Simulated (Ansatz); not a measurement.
Relaxed As (A7 type, space group R-3m):

```yaml
crystal:
  lattice:
    - [1.89202, 1.09236, 3.36884]
    - [-1.89202, 1.09236, 3.36884]
    - [0.00000, -2.18472, 3.36884]
  atoms:
    - { symbol: As, position: [0.23031, 0.23031, 0.23031] }
    - { symbol: As, position: [0.76969, 0.76969, 0.76969] }
```

Scan: atom 2 (As, nearest neighbour As at 2.535 Å; its periodic images, 3.8 Å or more away, move with it) is displaced along Cartesian z, direction (0.000, 0.000, 1.000) in Cartesian axes, by s. The other atoms stay.

All values below come from PBE-D3(BJ) (plane waves to 420 eV, PAW, scalar-relativistic; Ansatz, a program for electronic structure). k mesh 9×9×9 (Γ-centred), Fermi-Dirac smearing 0.05 eV. Energies are smeared free energies. Stress and pressure are positive under compression. With partly filled bands, energies and forces of such displacements shift with the k mesh and the smearing. F∥ is the force on the atom along that direction. As was relaxed with its symmetry unable to fall. The PAW data are Ansatz's earlier set. ΔE is measured from the undisplaced structure.

```csv
s (Å),ΔE (meV/cell),P (GPa),F∥ (eV/Å)
-0.250,167,-4.4,0.914
-0.200,120,-3.7,0.938
-0.150,75,-3.0,0.855
-0.100,37,-2.0,0.664
-0.050,10,-1.0,0.384
0.000,0,0.0,0.017
0.050,9,1.1,-0.398
0.100,40,2.4,-0.839
0.150,93,3.7,-1.293
0.200,169,5.1,-1.748
0.250,268,6.6,-2.191
```

Key numbers:

| Property | Result |
|---|---|
| Energy at s = 0.250 Å | 268 meV/cell |
| Force along the line at s = -0.250 Å | 0.914 eV/Å |
| Symmetry of the curve | not even: the positive side lies higher at ±0.250 Å |
| Shape of the curve | a single well with its minimum at or next to zero displacement |
| Force constant k = d²E/ds² at s = 0 (finite differences) | 7.91 eV/Å² |
| Harmonic estimate at the end of the scan | ½ks² = 247 meV/cell against the computed 268 meV/cell, so the well is stiffer than harmonic there |
| Zone-centre optical wavenumber from k | 240 cm⁻¹ |

(For displaced atoms, the force is minus the slope of the energy, and its curvature is a force constant, which sets phonon frequencies.)
